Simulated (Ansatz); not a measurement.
AgI:
```
AgI
1.0
    0.00000     3.31410     3.31410
    3.31410     0.00000     3.31410
    3.31410     3.31410     0.00000
Ag I
1 1
Direct
  0.75000   0.75000   0.75000
  0.00000   0.00000   0.00000
```

x, y and z are the axes in which the lattice vectors are written.

### Question
Give the high-frequency dielectric tensor and the Born effective charge tensors of the independent atoms from DFPT, PBE in the plane-wave PAW code Ansatz.

### Answer

ε∞:
```
5.12  0.00  0.00
0.00  5.12  0.00
0.00  0.00  5.12
```
Z* of atom 1 (Ag), rows: field, columns: displacement, in e:
```
1.29  0.00  0.00
0.00  1.29  0.00
0.00  0.00  1.29
```
Z* of atom 2 (I), rows: field, columns: displacement, in e:
```
-1.29   0.00   0.00
 0.00  -1.29   0.00
 0.00   0.00  -1.29
```

Static charges for comparison (Bader): Ag1 +0.29, I2 -0.29 e. Born charges measure polarisation by displacement and can exceed these by far.

Space group F-43m (zinc blende). The cell was relaxed with PBE under the symmetry of its start; phonons on a q-mesh show no instability. No spin polarisation was allowed. Spin–orbit coupling is left out wherever it is not named.

Potentials: the later of the program's two PAW sets.
